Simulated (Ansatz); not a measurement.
Ansatz input

```yaml
crystal:
  lattice:
    - [2.7807901906, 0.0, 0.0]
    - [-1.3903950953, 2.4082349477, 0.0]
    - [0.0, 0.0, 2.7578961082]
  atoms:
    - { symbol: B, position: [0.0, 0.0, 0.0] }
    - { symbol: B, position: [0.3333333333, 0.6666666667, 0.5] }
    - { symbol: B, position: [0.6666666667, 0.3333333333, 0.5] }
hamiltonian:
  xc: r2scan
  pseudopotentials:
    kind: paw
    azcp:
      B: "pseudopotentials/B.paw.azcp"
basis:
  ecutwfc: 500
  fft_grid_basis: typed
kpoints:
  mp_grid: { grid: [14, 14, 12], shift: [0, 0, 0] }
magnetization:
  spin_polarized: false
scf:
  occupations: { method: fermi_dirac, width: 0.1 }
  lower_state_search: "off"
output:
  stress: true
  write_density: true
  write_potential: true
  elf: true
  volumetric_format: npy
```

Output

```
Engine: ansatz 0.2.0, x86_64-unknown-linux-gnu
Pseudopotentials: kind: paw
Pseudopotential: B, paw, valence charge 3, recommended cutoff 500 eV (meta_gga) 
Functional definition: r2SCAN
  parameter k0 = 0.174
  parameter k1 = 0.065
  parameter a1 = 4.9479
  exchange = r2scan_x(k0 = k0, k1 = k1, a1 = a1)
  correlation = r2scan_c
Crystal: 3 atoms, lattice volume = 18.469 Å³
Basis set: ecut = 500 eV, 467 PW (Γ), exchange–correlation on 96×96×96 points (64 copies of the dense FFT grid, shifted against one another)
Bands: 9, of which v1, the nominal top of the filled ones, is band 5 counted from 1 (4 counted from 0)
Symmetry: 24 space group operations
Space group: P6/mmm (ITA 191), of the structure as read, at distance tolerance 2.6e-5 Å
k-points: 168 of 2352
Non-local potential: B, projectors of the file, l = 0: 2, l = 1: 2, l = 2: 1
PAW form: soft (Blöchl's): semilocal exchange-correlation on the pseudo side does not see the compensation charge
PAW frozen core: B, regenerated for the run's functional (the file was generated under x = pbe(κ = 0.804, μ = 0.2195149727645171), c = pbe(β = 0.06672455060314922))
PAW one-centre angular grid: B, 302 points (default); XC on 160 Gauss nodes
Initial density: superposition of atomic densities (neutral atoms: chi_scale 0, normalization atom), corrected by the library's trained network
Initial wavefunctions: pseudopotential atomic-orbital guess
Functional: x = r2scan, c = r2scan; τ floored in thin density (d = 2e-4 eV/Å³)
SCF iter   1: F=-466.210479 eV  HF=-466.122274 eV  |F-HF|=8.82e-2  |Δ(HF+E_count)|=         —  Δρ=8.10e-3  dr2=5.92e-3  dr2_τ=3.84e-1  ethr=1.77e-3  ⟨swp⟩=4.8  Hψ=9727  notcnv=0
SCF iter   2: F=-466.220057 eV  HF=-466.216742 eV  |F-HF|=3.32e-3  |Δ(HF+E_count)|=   9.45e-2  Δρ=5.70e-3  dr2=2.38e-3  dr2_τ=8.05e-5  ethr=6.57e-5  ⟨swp⟩=2.0  Hψ=4340  notcnv=0  defer=28
SCF iter   3: F=-466.220596 eV  HF=-466.220808 eV  |F-HF|=2.12e-4  |Δ(HF+E_count)|=   4.07e-3  Δρ=1.54e-3  dr2=4.76e-4  dr2_τ=3.20e-5  ethr=2.65e-5  ⟨swp⟩=2.0  Hψ=2330  notcnv=0  defer=28
SCF iter   4: F=-466.220758 eV  HF=-466.220738 eV  |F-HF|=2.01e-5  |Δ(HF+E_count)|=   6.97e-5  Δρ=7.80e-4  dr2=5.74e-5  dr2_τ=2.28e-6  ethr=5.28e-6  ⟨swp⟩=2.7  Hψ=2246  notcnv=0  defer=28
SCF iter   5: F=-466.220765 eV  HF=-466.220765 eV  |F-HF|=3.20e-7  |Δ(HF+E_count)|=   2.69e-5  Δρ=2.06e-4  dr2=5.26e-6  dr2_τ=1.61e-7  ethr=6.37e-7  ⟨swp⟩=2.6  Hψ=2126  notcnv=0  defer=28
SCF iter   6: F=-466.220766 eV  HF=-466.220766 eV  |F-HF|=9.30e-8  |Δ(HF+E_count)|=   7.57e-7  Δρ=3.15e-5  dr2=8.93e-8  dr2_τ=3.56e-9  ethr=1.11e-9  ⟨swp⟩=7.3  Hψ=9541  notcnv=0
SCF 1 converged in 6 iterations: F = -466.220766 eV  dr2 = 8.93e-8
SCF converged after 6 iterations
Free energy (F): -466.220766 eV
Harris-Foulkes:  -466.220766 eV  (|F-HF|=9.30e-8)
Internal energy: -466.208883 eV  (E = F + TS)
E sigma→0 (E₀):  -466.214825 eV
Entropy (-TS):   -0.011883 eV (-3.961 meV/atom)
Fermi energy:    12.834442 eV
--- Per-component energies (eV) ---
  E_band       = 44.170945
  E_kinetic    = 148.958726
  E_local      = -25.116914  (includes V_loc(G=0)·N_el)
  E_nonlocal   = 35.173711
  E_hartree    = 6.512777
  E_xc         = -95.131764
  E_vxc        = -125.827457  (∫ρ·V_xc dr)
  E_paw        = -240.098746  (= ΣΔE_a)
  E_vpaw       = -8.295248  (= ΣTr[D̂ρ^β])
  E_aug_tail   = -0.000005  (compensation charges beyond the density's cutoff)
  E_vtau       = 6.252425  (kinetic-family band-sum trace: ∫τ·v_τ [+ j·A + Jᵃ·Aᵃ] dr)
  E_ewald      = -296.451342
  E_core_change = -0.055326  (= ΣΔE_core)
  E_smearing   = -0.011883  (= −TS)
  E_closure    = 0.000000  (closes the sum)
  Σ components = -466.220766   (vs F -466.220766, Δ=0.00e0)
--- Stress (GPa, compression-positive) ---
       26.640440       0.000000       0.000000
        0.000000      26.640440       0.000000
        0.000000       0.000000      12.831092
  P = ⅓ Tr σ = 22.0373 GPa (220.373 kbar)
--- Band table (eV; the first three rows and the last of 168) ---
  k-point 0: bands = ["-6.0775", "7.8943", "11.6862", "11.6862", "13.8544", "13.8544", "15.6244", "23.9055", "24.1299"]
  k-point 1: bands = ["-5.9616", "7.0754", "11.7462", "11.7462", "13.9823", "13.9823", "16.5459", "23.9653", "24.0426"]
  k-point 2: bands = ["-5.6148", "5.3284", "11.9153", "11.9153", "14.3633", "14.3633", "18.4700", "23.5868", "24.4645"]
  k-point 167: bands = ["2.6406", "4.3406", "5.2548", "5.7720", "6.6439", "8.5092", "21.0075", "24.5194", "25.8962"]
```

Launched by

```sh
ansatz run input.yaml --threads 1 --pin off --max-ram 3584MiB --backend cpu --events-out ev --progress --plain --runs-dir out
```

On 1 thread of Intel(R) Xeon(R) Platinum 8259CL CPU @ 2.50GHz (Skylake/Cascade Lake) (shared host) this took about 8.3 s of wall time and 8.2 s of CPU time.
